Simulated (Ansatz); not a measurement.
## Two inputs for KCl with a Cl vacancy

This input was run with Ansatz:

```yaml
crystal:
  lattice:
    - [0.0, 9.43941, 9.43941]
    - [9.43941, 0.0, 9.43941]
    - [9.43941, 9.43941, 0.0]
  atoms:
    - { symbol: K, position: [0.0, 0.0, 0.0] }
    - { symbol: K, position: [0.0, 0.0, 0.3333333333] }
    - { symbol: K, position: [0.0, 0.0, 0.6666666667] }
    - { symbol: K, position: [0.0, 0.3333333333, 0.0] }
    - { symbol: K, position: [0.0, 0.3333333333, 0.3333333333] }
    - { symbol: K, position: [0.0, 0.3333333333, 0.6666666667] }
    - { symbol: K, position: [0.0, 0.6666666667, 0.0] }
    - { symbol: K, position: [0.0, 0.6666666667, 0.3333333333] }
    - { symbol: K, position: [0.0, 0.6666666667, 0.6666666667] }
    - { symbol: K, position: [0.3333333333, 0.0, 0.0] }
    - { symbol: K, position: [0.3333333333, 0.0, 0.3333333333] }
    - { symbol: K, position: [0.3333333333, 0.0, 0.6666666667] }
    - { symbol: K, position: [0.3333333333, 0.3333333333, 0.0] }
    - { symbol: K, position: [0.3333333333, 0.3333333333, 0.3333333333] }
    - { symbol: K, position: [0.3333333333, 0.3333333333, 0.6666666667] }
    - { symbol: K, position: [0.3333333333, 0.6666666667, 0.0] }
    - { symbol: K, position: [0.3333333333, 0.6666666667, 0.3333333333] }
    - { symbol: K, position: [0.3333333333, 0.6666666667, 0.6666666667] }
    - { symbol: K, position: [0.6666666667, 0.0, 0.0] }
    - { symbol: K, position: [0.6666666667, 0.0, 0.3333333333] }
    - { symbol: K, position: [0.6666666667, 0.0, 0.6666666667] }
    - { symbol: K, position: [0.6666666667, 0.3333333333, 0.0] }
    - { symbol: K, position: [0.6666666667, 0.3333333333, 0.3333333333] }
    - { symbol: K, position: [0.6666666667, 0.3333333333, 0.6666666667] }
    - { symbol: K, position: [0.6666666667, 0.6666666667, 0.0] }
    - { symbol: K, position: [0.6666666667, 0.6666666667, 0.3333333333] }
    - { symbol: K, position: [0.6666666667, 0.6666666667, 0.6666666667] }
    - { symbol: Cl, position: [0.1666666667, 0.1666666667, 0.5] }
    - { symbol: Cl, position: [0.1666666667, 0.1666666667, 0.8333333333] }
    - { symbol: Cl, position: [0.1666666667, 0.5, 0.1666666667] }
    - { symbol: Cl, position: [0.1666666667, 0.5, 0.5] }
    - { symbol: Cl, position: [0.1666666667, 0.5, 0.8333333333] }
    - { symbol: Cl, position: [0.1666666667, 0.8333333333, 0.1666666667] }
    - { symbol: Cl, position: [0.1666666667, 0.8333333333, 0.5] }
    - { symbol: Cl, position: [0.1666666667, 0.8333333333, 0.8333333333] }
    - { symbol: Cl, position: [0.5, 0.1666666667, 0.1666666667] }
    - { symbol: Cl, position: [0.5, 0.1666666667, 0.5] }
    - { symbol: Cl, position: [0.5, 0.1666666667, 0.8333333333] }
    - { symbol: Cl, position: [0.5, 0.5, 0.1666666667] }
    - { symbol: Cl, position: [0.5, 0.5, 0.5] }
    - { symbol: Cl, position: [0.5, 0.5, 0.8333333333] }
    - { symbol: Cl, position: [0.5, 0.8333333333, 0.1666666667] }
    - { symbol: Cl, position: [0.5, 0.8333333333, 0.5] }
    - { symbol: Cl, position: [0.5, 0.8333333333, 0.8333333333] }
    - { symbol: Cl, position: [0.8333333333, 0.1666666667, 0.1666666667] }
    - { symbol: Cl, position: [0.8333333333, 0.1666666667, 0.5] }
    - { symbol: Cl, position: [0.8333333333, 0.1666666667, 0.8333333333] }
    - { symbol: Cl, position: [0.8333333333, 0.5, 0.1666666667] }
    - { symbol: Cl, position: [0.8333333333, 0.5, 0.5] }
    - { symbol: Cl, position: [0.8333333333, 0.5, 0.8333333333] }
    - { symbol: Cl, position: [0.8333333333, 0.8333333333, 0.1666666667] }
    - { symbol: Cl, position: [0.8333333333, 0.8333333333, 0.5] }
    - { symbol: Cl, position: [0.8333333333, 0.8333333333, 0.8333333333] }
total_charge: 10
kpoints:
  mp_grid: { grid: [2, 2, 2] }
scf:
  occupations: { method: fermi_dirac, width: 0.01 }
  max_iter: 60
hamiltonian:
  xc: pbe
  pseudopotentials: { kind: paw }
output:
  forces: true
  stress: true
  populations: true
  efg:
    quadrupole_moments_barn: { K: 0.0603, Cl: -0.08112 }
    contact_densities: true
```

```sh
ansatz run input.yaml --threads 4 --pin off --max-ram 8192MiB --backend cpu --events-out ev --progress --plain --runs-dir out
```

It converged. Of its output the block on the nuclei alone is shown, without the SCF iterations, energies, forces and stress (one atom of each set):

```
--- PAW observables at the nuclei: V_zz in 10²¹ V/m², potentials from the cell's mean, atoms counted from 1 ---
  atom   1  K  V_zz =    +0.054809   η = 0.0000   by run symmetry: allowed   C_q = +0.0799 MHz
            electrostatic potential = -2062.648858 V   contact ρ = 34766.648510 e/Å³
  atom   2  K  V_zz =    +1.827817   η = 0.0000   by run symmetry: allowed   C_q = +2.6650 MHz
            electrostatic potential = -2062.150402 V   contact ρ = 34766.597686 e/Å³
  atom   6  K  V_zz =    +0.015142   η = 0.8995   by run symmetry: allowed   C_q = +0.0221 MHz
            electrostatic potential = -2062.673446 V   contact ρ = 34766.626891 e/Å³
  atom  27  K  V_zz =    -0.000000   η = 0.0000   by run symmetry: forbidden   C_q = -0.0000 MHz
            electrostatic potential = -2062.705935 V   contact ρ = 34766.607785 e/Å³
  atom  28  Cl V_zz =    -2.124730   η = 0.1354   by run symmetry: allowed   C_q = +4.1676 MHz
            electrostatic potential = -1771.872366 V   contact ρ = 24096.014486 e/Å³
  atom  31  Cl V_zz =    +0.144107   η = 0.0000   by run symmetry: allowed   C_q = -0.2827 MHz
            electrostatic potential = -1771.820101 V   contact ρ = 24096.380385 e/Å³
  atom  41  Cl V_zz =    -1.323302   η = 0.0000   by run symmetry: allowed   C_q = +2.5956 MHz
            electrostatic potential = -1771.848330 V   contact ρ = 24096.276723 e/Å³
```

Task: Can these gradients be trusted, and how do they compare with a run on standard settings?

Result: No. Against the standard input the change is `total_charge`: 1 → 10; `scf.max_iter`: not typed → 60. A site carries the number of its first atom; V_zz in 10²¹ V/m².

```tsv
site	atom	V_zz standard	η standard	V_zz here	η here
K1	1	0.054	0.00	0.055	0.00
K2	2	2.63	0.00	1.83	0.00
K6	6	-0.17	0.04	0.015	0.90
Cl28	28	1.32	0.11	-2.12	0.14
Cl31	31	-0.19	0.00	0.14	0.00
Cl41	41	0.47	0.00	-1.32	0.00
```

The largest change of V_zz is on Cl28, from 1.32 to -2.12. In per cent, |V_zz| changes by -31 on K (all sites that start above 2). V_zz changes sign on Cl28 (same axis), Cl41 (same axis), Cl31 (same axis). Sites without a gradient aren't listed. The changed cell holds a charge of +10 on a uniform background, so it isn't the same centre. It has an odd number of electrons and no spin polarisation, so the extra carrier is shared by both spins and spread out, where a real one carries spin and can localise. The gap no longer holds the Fermi energy in the changed run, so its gradients also hang on the k-mesh and the smearing. SCF iterations: 7 and 11. The changed input holds a charge that the system can't hold, so its numbers aren't properties of the crystal.

On the reference run: The defect repeats with the cell of 53 atoms, so it feels its images: sites between two images don't show the values beside a lone defect, and zeros or small values of η there can come from the images' arrangement. A uniform background compensates the cell's charge. The neighbours have not yet relaxed around the defect (largest force 0.49 eV/Å), and relaxing can change the values around it severalfold.
